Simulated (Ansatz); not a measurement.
# Structure relaxation of ScB₁₂

Level of theory: DFT r2SCAN, scalar-relativistic, plane waves, PAW (Ansatz). Cutoff 500 eV, Γ-centred k mesh, Gaussian smearing, no spin polarisation in the final step.

This is the end of a relaxation of cell and atoms.

```xyz
13
Lattice="0.0000 3.6994 3.6994 3.6994 0.0000 3.6994 3.6994 3.6994 0.0000" Properties=species:S:1:pos:R:3 pbc="T T T"
Sc    0.0000    0.0000    0.0000
B     3.6994    4.9521    4.9521
B     2.4467    3.6994    4.9521
B     3.6994    2.4467    4.9521
B     4.9521    3.6994    4.9521
B     3.6994    2.4467    2.4467
B     2.4467    3.6994    2.4467
B     3.6994    4.9521    2.4467
B     4.9521    3.6994    2.4467
B     4.9521    2.4467    3.6994
B     4.9521    4.9521    3.6994
B     2.4467    2.4467    3.6994
B     2.4467    4.9521    3.6994
```

Question: What space group does it have?

Answer: Fm-3m (No. 225). Conventional cell: a = 7.399 Å. Sc has 24 B at 2.75 Å; B is coordinated by 5 B at 1.69–1.77 Å.

Question: Is it a metal?

Answer: Yes, bands cross the Fermi level on the 10×10×10 mesh.

The final run used a 10×10×10 mesh on its 13-atom cell and 0.10 eV smearing.

Cost: 2 runs of about 2 core-minutes in all, on Arm Neoverse V1 (shared hosts).